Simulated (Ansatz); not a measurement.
TiO₂: a ladder of calculations

Cell of run 1: a COD entry, atoms as given.

Space group Pbca (No. 61); a = 5.1380, b = 9.1740, c = 5.4490 Å.

```csv
site,Wyckoff,site symmetry,x,y,z
Ti,8c,1,0.1372,0.1289,0.9028
O9,8c,1,0.8165,0.0095,0.8509
O17,8c,1,0.4634,0.2314,0.8890
```

One atom of each set is listed.

Relaxed positions (PBE, cell held):

Ti (0.1390, 0.1290, 0.9051)
O9 (0.8153, 0.0096, 0.8506)
O17 (0.4642, 0.2303, 0.8907)

All runs are DFT with Ansatz 0.2.0 (plane waves and PAW, scalar-relativistic unless spin–orbit coupling is named, Γ-centred meshes, Fermi–Dirac smearing where given) in this cell.

Run 1: PBE, gradients read without the response of the cores, atoms as given; 420 eV, 5×3×5 k-points, smearing 0.02 eV.
Run 2: PBE, gradients read without the response of the cores, atoms relaxed; 420 eV, 5×3×5 k-points, smearing 0.02 eV.
Run 3: r2SCAN, gradients read without the response of the cores, at the relaxed atoms; 500 eV, 5×3×5 k-points, smearing 0.02 eV.

```tsv
run	Ti V_zz (η)	O9 V_zz (η)	O17 V_zz (η)
1	-1.87 (0.91)	2.06 (0.85)	-2.45 (0.90)
2	1.99 (0.88)	2.07 (0.88)	-2.47 (0.85)
3	?	?	?
```

V_zz in 10²¹ V/m².

Question: Estimate the row of run 3.

Answer: Ti: 1.96 (0.87); O9: 2.22 (0.97); O17: -2.64 (0.77). It lies nearest to run 2, from whose tensors on these sites it differs by 0.26 at most (largest principal value of the difference, on O9). Taken one at a time, the functional (r2SCAN with its higher cutoff) moves the tensors on these sites by up to 0.26 (largest principal value of the change, on O9), the positions of the atoms (as given or relaxed) by 0.22 (Ti). On some sites the largest principal value moves to another axis from run to run, and the sign of V_zz can flip with it. On Ti η is near 1, so the change of sign is little more than a relabelling of axes.

The cell isn't the equilibrium one in runs 1, 2 (calculated pressure 5, 5 GPa), and the entry's cell may itself be off.
